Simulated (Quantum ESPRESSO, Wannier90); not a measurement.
## Wannier functions of ZrN (rock salt)

```
begin unit_cell_cart
ang
    0.0000000000    2.2942650000    2.2942650000
    2.2942650000    0.0000000000    2.2942650000
    2.2942650000    2.2942650000    0.0000000000
end unit_cell_cart
begin atoms_frac
Zr   0.5000000000  0.5000000000  0.5000000000
N    0.0000000000  0.0000000000  0.0000000000
end atoms_frac
```

Materials Project entry mp-1352; symmetrised, unrelaxed at this level. COD (Crystallography Open Database) has an entry of this formula and space group (matched by these alone). Level: PBEsol, spinors with spin-orbit coupling; pw.x of Quantum ESPRESSO at 68 Ry with PseudoDojo potentials, 8×8×8 k-points, Wannier90. Density: 12×12×12 mesh, cold smearing 0.01 Ry.

A tight-binding model is made by disentanglement and projection with no localisation steps (num_iter = 0), so the 16 orbitals stay atom-like: hydrogen-like Zr: d; N: p, axes along x, y, z; frozen window up to 2.37 eV relative to the Fermi level. It follows pw.x to 5.0 meV rms for states up to 1.0 eV relative to the Fermi level. Matrix elements depend on this choice of orbitals and windows.

### Question
What are the on-site energies relative to the Fermi level, and how fast do the hoppings decay?

### Answer
| atom | orbitals | energy (eV) |
|---|---|---|
| Zr1 | dz2↑ dz2↓ dx2-y2↑ dx2-y2↓ | 3.82 |
| Zr1 | dxz↑ dxz↓ dyz↑ dyz↓ dxy↑ dxy↓ | 1.15 |
| N2 | pz↑ pz↓ px↑ px↓ py↑ py↓ | -2.96 |

```tsv
distance of the centres (Å)	largest modulus (eV)
2–3	2.3
3–4	0.86
4–5	0.11
5–6	0.062
6–7	0.073
7–8	0.019
8–9	0.012
9–10	0.013
```

Effective spin-orbit constants λ of λ L·S, from the same-site elements px↑–py↑ (λ/2) and dx2-y2↑–dxy↑ (λ), where they are among the larger elements: Zr1 d 0.069 eV.
